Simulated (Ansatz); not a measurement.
Ta₂O₅:
```
CELL_PARAMETERS angstrom
      6.40993     2.43270     0.00000
     -6.40993     2.43270     0.00000
     -1.32028     0.00000     5.37223
ATOMIC_POSITIONS crystal
  Ta 0.38665 0.10610 0.76606
  Ta 0.10610 0.38665 0.73394
  Ta 0.61335 0.89390 0.23394
  Ta 0.89390 0.61335 0.26606
  O  0.44456 0.66505 0.52483
  O  0.66505 0.44456 0.97517
  O  0.55544 0.33495 0.47517
  O  0.33495 0.55544 0.02483
  O  0.72447 0.13429 0.87243
  O  0.13429 0.72447 0.62757
  O  0.27553 0.86571 0.12757
  O  0.86571 0.27553 0.37243
  O  0.10312 0.10312 0.75000
  O  0.89688 0.89688 0.25000
```

r²SCAN (plane waves, PAW; program Ansatz) gives a gap of 3.68 eV without spin–orbit coupling, maximum at Γ, minimum off the standard path, at k = (0.146, 0.292, 0.073).

Task: What happens when spin–orbit coupling is switched on?

Result: The gap shrinks by 0.04 eV, to 3.64 eV; maximum at Γ, minimum off the standard path, at k = (0.177, 0.281, 0.062).

Task: Give the electron effective mass with spin–orbit coupling.

Result: 1.6, 2.1, 7.2 mₑ (principal values).

Task: Give the hole effective mass with spin–orbit coupling.

Result: 2.1, 4.8, 17 mₑ (principal values).

Space group C2/c. The start of the workflow was typed in or built on a structure type; neither database checked (COD, Materials Project) lists it. COD files the formula under space group No. 49, so this cell is another polymorph or a model. Whether it is the stable phase at ambient conditions was not checked. The r²SCAN relaxation kept the symmetry of its start; its stability against distortions is not shown here. No spin polarisation was allowed.

Potentials: the earlier of the program's two PAW sets.
